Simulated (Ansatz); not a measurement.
A comparison from first-principles data. A gate insulator needs a high permittivity, so that it can be thick, and a wide gap, so that electrons tunnel poorly.

SiO2 (P3₂21, hP9) serves as the reference. Target: an equivalent oxide thickness (EOT) of 0.6 nm, defined with 3.9 for SiO2. Assumed for all rows: a barrier of 0.3 times the gap and a tunnelling mass of 0.4 mₑ.

Computed with Ansatz, a plane-wave PAW program. gap: HSE06, on its own or a semilocal cell; ε₀, ε∞: r²SCAN, linear response, mean over directions (which differ by under 30 %). Cells of the HSE06 gaps: its own cell for BaHfO3; the r²SCAN cell for Mg2ZnO3 (P-3m1, hP6), SiO2 (P3₂21, hP9), SiO2 (P3₁21, hP9); the measured cell for CO2.

Runs started from generated or typed cells of the structure named: BaHfO3 (for some of its values). No claim is made that these are known or stable phases: Mg2ZnO3 (P-3m1, hP6). Spin–orbit coupling is left out unless named; in separate runs it moves the gap by BaHfO3 −0.09 eV (r²SCAN).

| crystal | E_g (eV) | ε₀ (static) | ε∞ |
|---|---|---|---|
| BaHfO3 (cubic perovskite) | 5.18 | 37.9 | 4.34 |
| Mg2ZnO3 (P-3m1, hP6) | 4.97 | 13.5 | 3.46 |
| SiO2 (P3₂21, hP9), reference | 7.78 | 4.47 | 2.38 |
| SiO2 (P3₁21, hP9) | 7.78 | 4.47 | 2.38 |
| CO2 (Pa-3) | 8.69 | 2.19 | 1.94 |

Definitions used: thickness t = EOT × ε₀/3.9; decay constant k = 5.123 nm⁻¹ × √(m φ/eV); attenuation 2kt/ln 10 = 0.8686 k t decades.

Q: Work out thickness, decay constant and attenuation for SiO2 (P3₁21, hP9).

A: 
1. t = 0.6 × 4.47/3.9 = 0.6877 nm
2. k = 5.123 × √(0.4 × 0.3 × 7.78) = 4.950 1/nm
3. attenuation: 0.8686 × 4.950 × 0.6877 = 2.96 decades

Q: Put the candidates in order of attenuation, highest first.

A: The same steps for every row:

| crystal | thickness (nm) | decay constant (1/nm) | attenuation (decades) |
|---|---|---|---|
| BaHfO3 (cubic perovskite) | 5.831 | 4.039 | 20.5 |
| Mg2ZnO3 (P-3m1, hP6) | 2.077 | 3.956 | 7.14 |
| SiO2 (P3₂21, hP9), reference | 0.6877 | 4.950 | 2.96 |
| SiO2 (P3₁21, hP9) | 0.6877 | 4.950 | 2.96 |
| CO2 (Pa-3) | 0.3369 | 5.231 | 1.53 |

Ranking by attenuation, highest first: BaHfO3 (20.5 ± 1.9), Mg2ZnO3 (P-3m1, hP6) (7.14 ± 0.67), SiO2 (P3₂21, hP9) (2.96 ± 0.28) ≈ SiO2 (P3₁21, hP9) (2.96 ± 0.28), CO2 (1.53 ± 0.14). The ± follows from allowances picked for this note (gap 10 %, ε₀ 8 %), carried to first order and added in quadrature; ≈ joins neighbours closer than their two ± added in quadrature. On this figure 2 of 4 candidates do clearly better than the reference.

Real barriers are band offsets to the channel, which are not computed here, and gate films are mostly amorphous or polycrystalline. Soft polar modes that raise ε₀ also scatter channel carriers. HSE06 gaps come from coarse meshes and special points. Where several phases of a formula are at hand, those over 0.1 eV/atom above the lowest were not drawn (by r²SCAN where it compared them, else by the largest value; a layered or molecular lowest phase counts only with a dispersion term); other phases could lie lower still. Crystals of Pb, Bi, Tl or Hg, those whose gap spin–orbit coupling moves by over 0.3 eV, and those of Te, I or Sb with no such test at hand were not drawn. Rows are perfect crystals in the structures named, stable or not; films, defects and interfaces will differ. Rows were sampled with a lean to familiar crystals, related or not, whatever their agreement with measurement; tables with many equal figures were not kept. Limits of the draw: gap over 3.5 eV, ε₀ under 150; for ε, a gap over 0.5 eV at its level, values under 300, no layered crystals; no unfamiliar magnets, and cubic perovskites only if shown or known to be stable. As a rule kept out of such tables: 4f compounds, open-shell compounds run without a Hubbard term, cells found unstable in the tests at hand, cells close to a higher symmetry, and runs set to a pressure or over 12 % in volume from the crystal's fullest run.
